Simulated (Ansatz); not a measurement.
Relaxed-ion elastic tensor of ZrN (rock salt, Fm-3m) in GPa (Voigt order), the program Ansatz at the PBEsol level (PAW); density 7.41 g/cm³, 11.80 Å³ per atom.

```tsv
	1	2	3	4	5	6
1	583	112	112	0.0	0.0	0.0
2	112	583	112	0.0	0.0	0.0
3	112	112	583	0.0	0.0	0.0
4	0.0	0.0	0.0	125	0.0	0.0
5	0.0	0.0	0.0	0.0	125	0.0
6	0.0	0.0	0.0	0.0	0.0	125
```

Task: Is the crystal mechanically stable?

Result: Yes: the smallest eigenvalue of C is 125 GPa.

Task: Work out the Voigt, Reuss and Hill averages.

Result: K_V = 269, K_R = 269, K_H = 269; G_V = 169, G_R = 154, G_H = 162 GPa.

Task: Give Young's modulus, Poisson's ratio, Pugh's ratio and the universal anisotropy index.

Result: E = 9KG/(3K + G) = 404 GPa; ν = 0.25; K/G = 1.66 (near the Pugh limit of 1.75, no verdict); A_U = 5G_V/G_R + K_V/K_R − 6 = 0.50.

Task: Estimate the sound speeds and the Debye temperature.

Result: v_l = √((K + 4G/3)/ρ) = 8080 m/s, v_t = √(G/ρ) = 4670 m/s, mean 5180 m/s; Θ = (h/k)(3n/4πV)^(1/3) v_m = 678 K.

Task: Give the Zener ratio and Young's modulus along [100], [110] and [111].

Result: A = 2C44/(C11 − C12) = 0.53; 1/E = S11 − 2(S11 − S12 − S44/2)Γ with Γ = 0, 1/4, 1/3 gives 547, 361, 325 GPa.

Task: Solve the Christoffel equation for the three sound speeds along [100], [110], [111].

Result: Eigenvalues of C_ijkl n_j n_l equal ρv². In km/s, slowest first: [100] 4.11, 4.11, 8.87; [110] 4.11, 5.64, 7.98; [111] 5.18, 5.18, 7.67.

The cell was relaxed with PBEsol under the symmetry of its start; of distortions, only those at the zone centre were tested. No spin polarisation was allowed. With an odd number of electrons in the cell and no spin polarisation, the count alone makes it a metal. As this level gives no gap, shear constants depend on the k-mesh and smearing (Fermi–Dirac, 0.1 eV here).

Potentials: the earlier of the program's two PAW sets.
